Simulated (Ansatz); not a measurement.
Data:

Be:
```yaml
crystal:
  lattice:
    - [0.00000, 1.57411, 1.57411]
    - [1.57411, 0.00000, 1.57411]
    - [1.57411, 1.57411, 0.00000]
  atoms:
    - { symbol: Be, position: [0.00000, 0.00000, 0.00000] }
```

This is the PBEsol-relaxed structure.

Problem. All from DFT-PBEsol in the program Ansatz with PAW potentials, unless another level is named. Give the Hill bulk and shear moduli.

Solution. 121 and 114 GPa.

Problem. Next, the elastic constants (relaxed ions, GPa)?

Solution. C11 = 212, C12 = 74.8, C44 = 160.

Space group Fm-3m (fcc (Cu type)). The start of the workflow was typed in or built on a structure type; neither database checked (COD, Materials Project) lists it. It is not the phase usual at ambient conditions (space group No. 194). The cell was relaxed with PBEsol under the symmetry of its start; whether a distortion lowers the energy is not shown. As this level gives no gap, shear constants depend on the k-mesh and smearing (Fermi–Dirac, 0.1 eV here).

Potentials: the later of the program's two PAW sets.
